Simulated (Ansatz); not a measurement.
## Spin-resolved density of states of CrCoPt₂ (P4/mmm)

Geometry: a structure as deposited in COD; nothing is relaxed.

Settings: LDA, 8×8×8 k mesh, Fermi–Dirac smearing of 0.05 eV. LAPW is all-electron LAPW in Ansatz 0.2.0. Site moments are integrated in spheres about the atoms.

The input and its command:

```yaml
crystal:
  lattice:
    - [3.819, 0.0, 0.0]
    - [0.0, 3.819, 0.0]
    - [0.0, 0.0, 3.746]
  atoms:
    - { symbol: Cr, position: [0.0, 0.0, 0.0], spin: 2.5 }
    - { symbol: Co, position: [0.5, 0.5, 0.0], spin: -1.3 }
    - { symbol: Pt, position: [0.0, 0.5, 0.5] }
    - { symbol: Pt, position: [0.5, 0.0, 0.5] }
magnetization:
  spin_polarized: true
kpoints:
  mp_grid: { grid: [8, 8, 8] }
scf:
  occupations: { method: fermi_dirac, width: 0.05 }
  lower_state_search: "off"
hamiltonian:
  xc: lda
  pseudopotentials: { kind: all_electron, lapw: { basis_error: 0.001 } }
output:
  forces: true
  stress: true
  eigenvalues: false
  populations: true
  dos: { projected: true, de: 0.1, e_range: [-8, 5] }
```

Command: `ansatz run input.yaml --threads 2 --pin off --max-ram 6144MiB --backend cpu --events-out ev --progress --plain --runs-dir out`

Q: Give the density of states by spin, smoothed by a Gaussian of 0.15 eV.

A: 
| E − E_F (eV) | majority (states/eV/cell) | minority (states/eV/cell) |
| --- | --- | --- |
| -7.00 | 0.55 | 0.51 |
| -6.60 | 1.12 | 1.00 |
| -6.20 | 1.87 | 1.81 |
| -5.80 | 2.30 | 2.30 |
| -5.40 | 3.04 | 2.92 |
| -5.00 | 2.47 | 2.68 |
| -4.60 | 2.28 | 2.35 |
| -4.20 | 2.09 | 2.15 |
| -3.80 | 2.57 | 2.63 |
| -3.40 | 2.25 | 2.36 |
| -3.00 | 2.46 | 2.69 |
| -2.60 | 2.65 | 2.90 |
| -2.20 | 2.46 | 2.92 |
| -1.80 | 3.11 | 4.22 |
| -1.40 | 3.43 | 2.91 |
| -1.00 | 2.44 | 2.29 |
| -0.60 | 2.87 | 1.84 |
| -0.20 | 3.88 | 0.55 |
| 0.20 | 4.61 | 0.22 |
| 0.60 | 2.95 | 2.16 |
| 1.00 | 0.99 | 3.80 |
| 1.40 | 0.78 | 3.69 |
| 1.80 | 0.50 | 1.71 |
| 2.20 | 0.45 | 0.92 |
| 2.60 | 0.56 | 0.41 |
| 3.00 | 0.60 | 0.39 |
| 3.40 | 0.63 | 0.66 |
| 3.80 | 0.52 | 0.83 |
| 4.20 | 0.45 | 0.65 |
Site moments (μB): Cr1 2.54, Co2 -1.29, Pt3 -0.11, Pt4 -0.11. Cell moment 1.14 μB.

Löwdin populations of d and f shells (filled inner shells left out):

```json
{"shell": "Cr1 3d", "up": "3.85", "down": "1.20"}
{"shell": "Co2 3d", "up": "3.27", "down": "4.56"}
{"shell": "Pt3 5d", "up": "4.38", "down": "4.51"}
{"shell": "Pt4 5d", "up": "4.38", "down": "4.51"}
```

The Ansatz runs typed with the search for lower states off end where their start leads. Spin–orbit coupling is left out although heavy atoms are present. The magnetic state is the one that this cell and start allow. It needn't be the compound's measured order, which may need a larger cell or be absent.
